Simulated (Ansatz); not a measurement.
MoS2:
```
MoS2
1.0
    1.57655     0.91022     5.99814
   -1.57655     0.91022     5.99814
    0.00000    -1.82044     5.99814
Mo S
1 2
Direct
  0.99976   0.99976   0.99976
  0.42002   0.42002   0.42002
  0.24624   0.24624   0.24624
```

PBE+D3(BJ) in the plane-wave PAW code Ansatz gives a gap of 0.76 eV without spin–orbit coupling, maximum at T, minimum on the Γ–S0 line, 54 % of the way from Γ.

### Question
What happens when spin–orbit coupling is switched on?

### Answer
The gap decreases by 0.02 eV, to 0.74 eV; maximum at T, minimum on the Γ–S0 line, 54 % of the way from Γ.

### Question
Give the Z2 indices of the occupied bands with spin–orbit coupling.

### Answer
0;(000).

Space group R3m. The cell was relaxed with PBE+D3(BJ) under the symmetry of its start; of distortions, only those at the zone centre were tested. No spin polarisation was allowed.

Potentials: the later of the program's two PAW sets.
